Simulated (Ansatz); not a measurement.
SiC (4H type, space group P6_3mc)

```xyz
8
Lattice="3.0778 0.0000 0.0000 -1.5389 2.6654 0.0000 0.0000 0.0000 10.0773" Properties=species:S:1:pos:R:3 pbc="T T T"
Si     0.0000     0.0000     0.0030
Si     0.0000     0.0000     5.0417
Si     1.5389     0.8885     7.5605
Si     0.0000     1.7769     2.5218
C      0.0000     0.0000     8.1916
C      0.0000     0.0000     3.1529
C      1.5389     0.8885     5.6656
C      0.0000     1.7769     0.6269
```

The volume is varied about the relaxed value V₀ at fixed cell shape. The atoms relax within the cell's symmetry.

Calculation: r2SCAN (plane waves to 500 eV, PAW, scalar-relativistic; Ansatz, a quantum-chemistry and plane-wave program). k mesh 12×12×4 (Γ-centred), Fermi-Dirac smearing 0.05 eV. E stands for the smeared free energy. Stress and pressure are positive under compression. With the shape held, the modulus is that of even scaling; a crystal free to change shape is softer. SiC was relaxed with its symmetry unable to fall. The PAW data are Ansatz's earlier set. ΔE is measured from the relaxed starting cell.

| V (Å³/atom) | ΔE (meV/atom) |
|---|---|
| 9.714 | 29.3 |
| 9.838 | withheld |
| 9.962 | 10.1 |
| 10.086 | 4.4 |
| 10.210 | 1.1 |
| 10.334 | 0.0 |
| 10.458 | 1.0 |
| 10.582 | 4.1 |
| 10.706 | 9.0 |
| 10.830 | 15.7 |
| 10.954 | 24.0 |

Task: Fit a third-order Birch-Murnaghan form (E₀, V₀, B₀, B₀′ free) to the given rows and predict ΔE at V = 9.838.

Result: Least squares on the 10 given rows: ΔE = E₀ + (9V₀B₀/16)·y²·[2 + (B₀′ − 4)y], y = (V₀/V)^(2/3) − 1, with V₀ = 10.334 Å³/atom, B₀ = 227.8 GPa (160.2 GPa = 1 eV/Å³; the term in eV is multiplied by 1000), B₀′ = 4.04, E₀ = 0.00 meV/atom; root-mean-square residual 0.03 meV/atom. At 9.838 the fit gives 18.4 meV/atom; the calculation gives 18.3 meV/atom, so the interpolation is off by 0.1 (+0.5 %). For the pressure the fit gives 12.4 GPa against the computed 12.3 GPa.

(Under strain, the slope of the energy per volume gives the stress and its curvature an elastic modulus.)
